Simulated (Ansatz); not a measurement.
## A plane-wave run on PdPt2O2

input.yaml (Ansatz 0.2.0)

```yaml
crystal:
  lattice:
    - [0.0, 2.909874, 0.0]
    - [4.406581, 0.0, 0.0]
    - [2.203291, 1.454937, -4.787346]
  atoms:
    - { symbol: Pd, position: [0.0, 0.0, 0.0], spin: 1, spin_axis: [0.403, 0.26612, -0.87565] }
    - { symbol: O, position: [0.3627, 0.8627, 0.2746] }
    - { symbol: O, position: [0.6373, 0.1373, 0.7254] }
    - { symbol: Pt, position: [0.35758, 0.35758, 0.28484] }
    - { symbol: Pt, position: [0.64242, 0.64242, 0.71516] }
  symmetry: { tolerance: 0.0003 }
kpoints:
  mp_grid: { grid: [6, 6, 6], shift: [0, 0, 0] }
  band_path:
    path:
      - [0.0, 0.0, 0.0]
      - [0.0, 0.0, -0.5]
      - [0.45381842, 0.0, -0.27309079]
      - [0.54618158, 0.0, 0.27309079]
      - [0.0, 0.0, 0.0]
      - [0.0, -0.60590681, -0.30295347]
      - [0.0, -0.39409319, -0.69704664]
      - [0.0, 0.0, -0.5]
      - [0.0, 0.0, 0.0]
      - [0.5, 0.0, 0.0]
      - [0.5, -0.5, -0.25000006]
    npoints: 6
magnetization:
  noncollinear: true
  spin_orbit: true
scf:
  occupations: { method: fermi_dirac }
  lower_state_search: "off"
  max_iter: 200
hamiltonian:
  pseudopotentials: { kind: paw_fr }
  xc: pbe
basis:
  ecutwfc: 420
  fft_grid_basis: typed
output:
  forces: true
  stress: true
  eigenvalues: true
  bader: true
  populations: true
  elf: true
  write_potential: true
  volumetric_format: npy
  dos:
    e_range: [-12, 8]
    de: 0.05
    projected: { site_lists: { O: [O], Pd: [Pd], Pt: [Pt] } }
    method: { smearing: { sigma: 0.1, scheme: gaussian } }
checkpoint:
  read: saved_state
```

The run starts from an earlier solution of this cell. The state carries no moments; the state need not be the lowest.

Parts of the output:

```
Warning: output.stress: scf.convergence.dr2_threshold = 1e-7 eV (the SCF's general default) is looser than the 5e-10 eV advised for a printed stress (1e-10 eV for each atom of the cell: 5).
Pseudopotentials: kind: paw_fr
Pseudopotential: Pd, paw_fr, valence charge 18, recommended cutoff 420 eV (normal), Pd.paw.azcp#standard-fr
Pseudopotential: O, paw_fr, valence charge 6, recommended cutoff 420 eV (normal), O.paw.azcp#standard-fr
Pseudopotential: Pt, paw_fr, valence charge 18, recommended cutoff 420 eV (normal), Pt.paw.azcp#standard-fr
Functional definition: PBE
  exchange = pbe_x(kappa = kappa, mu = beta*pi^2/3)
  correlation = pbe_c(beta = beta)
Crystal: 5 atoms, lattice volume = 61.386 Å³
Basis set: ecut = 420 eV, 1197 PW (Γ), exchange–correlation on 40×60×80 points (8 copies of the dense FFT grid, shifted against one another)
Bands: 80, of which v1, the nominal top of the filled ones, is band 66 counted from 1 (65 counted from 0)
Symmetry: 2 space group operations
Magnetic group: BNS 2.4 (UNI 4), of the structure as read, at distance tolerance 1.2e-3 Å
k-points: 112 of 216
Initial density: read from a saved state, or passed on in memory by an earlier SCF of this step, an earlier step, the calling program or the single point that the run made first
Starting moments: Σ|m| = 1 μB on 1 of 5 sites; this step starts from the density that it was given
Functional: x = pbe(κ = 0.804, μ = 0.2195), c = pbe(β = 0.0667)
Magnetization: |M| = 0.0000 μB,  M = (+0.0000, +0.0000,  0.0000) μB
Absolute magnetization: 0.0000 μB (∫|m|, with the PAW one-centre terms)
  site 0: m = ( 0.0000,  0.0000, +0.0000) μB, |m| = 0.0000 μB  (R = 0.81 Å)
  site 1: m = (+0.0000, +0.0000,  0.0000) μB, |m| = 0.0000 μB  (R = 0.81 Å)
  site 2: m = (+0.0000, +0.0000,  0.0000) μB, |m| = 0.0000 μB  (R = 0.81 Å)
  site 3: m = (+0.0000, +0.0000,  0.0000) μB, |m| = 0.0000 μB  (R = 0.91 Å)
  site 4: m = (+0.0000, +0.0000,  0.0000) μB, |m| = 0.0000 μB  (R = 0.91 Å)
Free energy (F): -33218.1435 eV
Harris-Foulkes:  -33218.1435 eV  (|F-HF|=7.28e-12)
Internal energy: -33218.0040 eV  (E = F + TS)
E sigma→0 (E₀):  -33218.0738 eV
Entropy (-TS):   -0.1395 eV (-27.907 meV/atom)
Fermi energy:    18.3783 eV
--- Per-component energies (eV) ---
  E_band       = -519.9499
  E_kinetic    = 2140.8990
  E_local      = -5824.8794  (includes V_loc(G=0)·N_el)
  E_nonlocal   = 695.8992
  E_hartree    = 2218.7415
  E_xc         = -837.1784
  E_vxc        = -1002.3653  (∫ρ·V_xc dr)
  E_paw        = -23029.0434  (= ΣΔE_a)
  E_vpaw       = -966.9917  (= ΣTr[D̂ρ^β])
  E_aug_tail   = 0.0053  (compensation charges beyond the density's cutoff)
  E_ewald      = -8582.4477
  E_smearing   = -0.1395  (= −TS)
--- Forces (eV/Å), atoms counted from 1 ---
  atom   1  Pd     0.0000     0.0000     0.0000
  atom   2  O      0.0000     0.0000    -1.5819
  atom   3  O      0.0000     0.0000     1.5819
  atom   4  Pt     0.0000     0.0000     1.1997
  atom   5  Pt     0.0000     0.0000    -1.1997
--- Stress (GPa, compression-positive) ---
        7.1794       0.0000       0.0000
        0.0000      21.4853       0.0000
        0.0000       0.0000      29.4671
  P = ⅓ Tr σ = 19.3773 GPa (193.773 kbar)
--- Löwdin populations: 5 sites ---
  site symbol       q [e]
     0     Pd     16.6926
     1      O      6.7931
     2      O      6.7931
     3     Pt     17.6415
     4     Pt     17.6415
  spilling = 0.0066 (of n_electrons = 66.0000)
--- Bader charges: 5 sites ---
  site symbol  charge [e]  shift [e]  m_x [muB]  m_y [muB]  m_z [muB]
     0     Pd      0.8893     0.0054     0.0000     0.0000     0.0000
     1      O     -0.8414     0.0009     0.0000     0.0000     0.0000
     2      O     -0.8414     0.0009     0.0000     0.0000     0.0000
     3     Pt      0.3967     0.0017     0.0000     0.0000     0.0000
     4     Pt      0.3967     0.0017     0.0000     0.0000     0.0000
```

Origin: a known structure type with other elements, at an estimated volume, so it need not be a known compound. Caveats: the SCF threshold is loose for a stress; the k mesh is coarse if the cell is a metal; atoms or cell far from equilibrium.
